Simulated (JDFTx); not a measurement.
System: germanic acid, GeH4O4 (SMILES [OH][Ge]([OH])([OH])[OH]), charge 0, multiplicity 1; geometry: optimised with GFN2-xTB in vacuum (one conformer, no frequencies checked; largest PBE force component 1.7 eV/Å). Coordinates in Å:
```
O     1.14    0.91   -0.94
Ge    0.00    0.01   -0.01
O     0.89   -1.14    0.91
O    -0.89    1.14    0.94
O    -1.14   -0.87   -0.96
H     1.86    0.41   -1.31
H     0.39   -1.86    1.28
H    -0.38    1.86    1.31
H    -1.86   -0.36   -1.31
```

Method: PBE, GBRV ultrasoft potentials, plane waves to 20/100 Ha, in a modified build of JDFTx. Liquid: CANDLE, water, 0.5 M NaCl. The liquid run sits in a periodic box with 3.75 Å from the outermost atoms to the faces; the vacuum run is isolated. The box matters at about 0.01 eV. Solvation energy here means the total energy in the continuum liquid minus that in vacuum, same nuclei, nothing added for thermal motion or standard states.

The values are those of the intact species: the continuum can't coordinate to it or react with it.

```yaml
solvation_energy: -13.7 kcal/mol
"part: cavitation term of the fluid": 11.8 kcal/mol
"part: dispersion term of the fluid": -10.0 kcal/mol
"part: electrostatic term of the fluid": -18.5 kcal/mol
"part: distortion of the solute's electrons": 3.1 kcal/mol
"highest occupied level in vacuum (zero: vacuum level)": -7.50 eV
"highest occupied level in the liquid (zero: bulk electrolyte)": -7.38 eV
volume of the model's cavity: 243.0 Å³
rough_cost_vacuum_and_liquid_run: 5 min and 4 min of core time
```
